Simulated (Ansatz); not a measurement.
**What settings do to one calculation: (001) superlattice of 2 and 6 atomic planes of zincblende GaAs and InAs, in-plane a of InAs, 8 atoms**

Ansatz (PAW, plane waves), atoms fixed. The base input:

```yaml
crystal:
  lattice:
    - [3.043669, 3.043669, 0.000000]
    - [-3.043669, 3.043669, 0.000000]
    - [0.000000, 0.000000, 11.800755]
  atoms:
    - { symbol: Ga, position: [0.989786, 0.998507, 0.997745] }
    - { symbol: In, position: [0.007682, 0.004714, 0.479555] }
    - { symbol: In, position: [0.495885, 0.514618, 0.227221] }
    - { symbol: In, position: [0.505985, 0.506410, 0.742699] }
    - { symbol: As, position: [0.497740, 0.979231, 0.119309] }
    - { symbol: As, position: [0.490325, 0.993356, 0.615588] }
    - { symbol: As, position: [0.994848, 0.499495, 0.360396] }
    - { symbol: As, position: [0.995268, 0.478218, 0.868638] }
kpoints:
  mp_grid: { grid: [4, 4, 1] }
hamiltonian:
  xc: pbesol
scf:
  occupations: { method: fermi_dirac, width: 0.01 }
output:
  forces: true
  eigenvalues: true
  stress: true
  populations: true
```

Command:

```sh
ansatz run in.yaml --threads 7 --pin off --max-ram 13300MiB --runs-dir r --events-out ev --progress --plain
```

It converged in 8 iterations and 2.1 s of wall time on 7 threads of a Neoverse-V2 processor, on a host shared with other runs; peak host memory 0.97 GiB; largest force component 2.20 eV/Å, pressure 0.20 GPa. The cutoff was the default, 420 eV. The base isn't a converged reference: it has few k points, and its atoms are unrelaxed. Each run below changes the keys shown and caps the iterations.

```
run                                                                     changed     ending  iterations  free energy less the base (meV per atom)  rms change of forces (eV/Å)  change of pressure (GPa)  wall time (s, shared host)
  1                                                                 max_iter 90  converged           8                                       0.0                        0.000                      0.00                     1.6 CPU
  2  xc_grid 1 (2 is the default), initial_magnetization 2, xc pbe, max_iter 80  converged          16                                other zero                        0.058                      2.67                     5.5 CPU
  3                                                ecutrho_ratio 3, max_iter 60  converged           8                                       0.0                        0.000                      0.00                     1.9 CPU
  4               dispersion d3bjatm, xc_grid 1 (2 is the default), max_iter 90  converged           8                                other zero                        0.002                     -1.57                     1.6 CPU
  5                                                n_extra_bands 4, max_iter 70  converged           8                                       0.0                        0.000                      0.00                     1.5 CPU
  6                   ecutrho_ratio 6, max_iter 100, k points the Γ point alone  converged          14                                    2187.5                        0.754                     20.12                     0.7 CPU
```

«Other zero»: another functional, charge or dispersion term moves the zero of energy, so the difference says nothing of accuracy.

Which changes leave the result alone, and which of the same physical model moves the forces most?

The forces move by under 0.002 eV/Å in runs 1, 3, 5. Run 6 (ecutrho_ratio 6, max_iter 100, k points the Γ point alone) moves them most among the runs with the same functional, charge and dispersion term, by 0.754 eV/Å.
